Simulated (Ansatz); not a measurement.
Relaxed TiC (rock salt):

```yaml
crystal:
  lattice:
    - [0.00000, 4.32850, 4.32850]
    - [2.16425, 0.00000, 2.16425]
    - [2.16425, 2.16425, 0.00000]
  atoms:
    - { symbol: C, position: [0.00000, 0.00000, 0.00000] }
    - { symbol: C, position: [0.50000, 0.00000, 0.00000] }
    - { symbol: Ti, position: [0.25000, 0.50000, 0.50000] }
    - { symbol: Ti, position: [0.75000, 0.50000, 0.50000] }
```

The atoms are displaced by Q × the pattern below (from a DFPT mode at L = (0.5, 0.0, 0.0), largest move 1; Q in Å), at fixed cell. It is one choice among 2 degenerate patterns. (q is in reciprocal vectors of the primitive cell; the cell shown is doubled to hold the pattern.)

```json
[
 {"atom": "C1", "x": "0.285", "y": "-0.520", "z": "0.805"},
 {"atom": "C2", "x": "-0.285", "y": "0.520", "z": "-0.805"}
]
```

Atoms not listed stay in place.

Level of theory: r2SCAN (plane waves to 500 eV, PAW, scalar-relativistic; Ansatz, a quantum-chemistry and plane-wave program). k mesh 9×18×18 (Γ-centred), Fermi-Dirac smearing 0.05 eV. The energy includes the smearing's −TS. With partly filled bands, energies and forces of such displacements shift with the k mesh and the smearing. The PAW data are Ansatz's earlier set. TiC is run without spin polarisation. TiC was relaxed with its symmetry unable to fall. ΔE is measured from the undisplaced structure.

| Q (Å) | ΔE (eV/cell) |
|---|---|
| -0.100 | 0.147 |
| -0.067 | 0.065 |
| -0.033 | 0.016 |
| 0.000 | 0.000 |
| 0.033 | 0.016 |
| 0.067 | 0.065 |
| 0.100 | 0.147 |

Problem. Which DFPT wavenumber at L = (0.5, 0.0, 0.0) belongs to this mode?
A) 742 cm⁻¹
B) 577 cm⁻¹
C) 463 cm⁻¹
D) 256 cm⁻¹

Solution. B, 577 cm⁻¹. The curvature of the scan gives 577 cm⁻¹

(For displaced atoms, the force is minus the slope of the energy, and its curvature is a force constant, which sets phonon frequencies.)
